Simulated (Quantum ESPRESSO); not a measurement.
Band energies of CsH

```xyz
2
Lattice="3.8184 0.0000 0.0000 0.0000 3.8184 0.0000 0.0000 0.0000 3.8184" Properties=species:S:1:pos:R:3 pbc="T T T"
H      1.9092     1.9092     1.9092
Cs     0.0000     0.0000     0.0000
```

norm-conserving PBEsol (Quantum ESPRESSO, 72 Ry, scalar-relativistic); path ΓXMΓRX,MR; energies in eV from the valence-band maximum.

```csv
k (1/Å),point,band 1,band 2,band 3,band 4,band 5,band 6,band 7,band 8
0.00,Γ,-21.84,-7.89,-7.89,-7.89,-2.05,3.24,3.24,7.09
0.47,,-21.75,-8.90,-7.79,-7.79,-1.06,3.48,3.68,6.77
0.82,X,-21.68,-9.43,-7.73,-7.73,-0.26,2.45,4.04,6.01
1.06,,-21.66,-9.37,-8.03,-7.71,-0.44,2.89,4.49,5.60
1.65,M,-21.54,-9.11,-9.11,-7.59,-1.28,4.30,6.28,6.51
2.07,,-21.63,-8.88,-8.79,-7.68,-0.86,3.50,5.79,5.89
2.60,,-21.82,-8.05,-8.01,-7.87,-1.79,3.39,3.54,6.48
2.81,Γ,-21.84,-7.89,-7.89,-7.89,-2.05,3.24,3.24,7.09
3.11,,-21.79,-8.11,-8.03,-8.03,-1.55,3.72,3.72,6.01
3.52,,-21.62,-8.58,-8.46,-8.46,-0.75,4.55,4.55,5.87
4.03,,-21.42,-8.85,-8.84,-8.84,-0.27,2.77,2.77,3.28
4.23,R,-21.39,-8.87,-8.87,-8.87,0.00,2.58,2.58,2.58
4.53,,-21.44,-8.95,-8.76,-8.73,-0.44,2.87,3.15,3.81
4.91,,-21.58,-9.21,-8.26,-8.20,-0.68,4.09,4.09,5.67
5.40,X,-21.68,-9.43,-7.73,-7.73,-0.26,2.45,4.04,6.01
5.40,M,-21.54,-9.11,-9.11,-7.59,-1.28,4.30,6.28,6.51
5.76,,-21.48,-9.01,-9.01,-8.17,-0.89,3.99,3.99,4.59
6.22,R,-21.39,-8.87,-8.87,-8.87,0.00,2.58,2.58,2.58
```

The PBEsol gap is indirect, 2.45 eV, from R to X; the smallest direct gap is 2.58 eV.

Geometry of the Materials Project entry, not relaxed at this level.

The structure is a Materials Project entry; no match was found in the copy of COD used, and its stability was not checked.
